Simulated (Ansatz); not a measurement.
CaO (rock salt)

```cif
data_CaO
_chemical_formula_sum 'O1 Ca1'
_space_group_name_H-M_alt 'P 1'
_space_group_IT_number 1
_cell_length_a 3.37084
_cell_length_b 3.37084
_cell_length_c 3.37084
_cell_angle_alpha 60.000
_cell_angle_beta 60.000
_cell_angle_gamma 60.000
loop_
_space_group_symop_operation_xyz
  'x, y, z'
loop_
_atom_site_label
_atom_site_type_symbol
_atom_site_fract_x
_atom_site_fract_y
_atom_site_fract_z
_atom_site_occupancy
O1 O 0.00000 0.00000 0.00000 1
Ca1 Ca 0.50000 0.50000 0.50000 1
```

The volume is varied about the relaxed value V₀ at fixed cell shape. Symmetry pins the atoms to their sites.

Method: PBEsol (plane waves to 420 eV, PAW, scalar-relativistic; Ansatz, a quantum-chemistry and plane-wave program). k mesh 12×12×12 (Γ-centred), Fermi-Dirac smearing 0.05 eV. E stands for the smeared free energy. CaO was relaxed with its symmetry unable to fall. ΔE is measured from the relaxed starting cell.

| V (Å³/atom) | ΔE (meV/atom) |
|---|---|
| 12.729 | 19.6 |
| 12.865 | 13.4 |
| 13.000 | 8.4 |
| 13.135 | 4.6 |
| 13.271 | 2.0 |
| 13.406 | 0.5 |
| 13.542 | 0.0 |
| 13.677 | 0.5 |
| 13.812 | 1.9 |
| 13.948 | 4.2 |
| 14.083 | 7.3 |
| 14.219 | 11.2 |
| 14.354 | 15.8 |

Question: What is the fitted pressure derivative B₀′?

Answer: 4.4.

Question: What bulk modulus B₀ follows from a third-order Birch-Murnaghan fit?

Answer: 115 GPa.

(A scan under strain: stresses follow from slopes of the energy per volume, elastic moduli from its curvatures.)
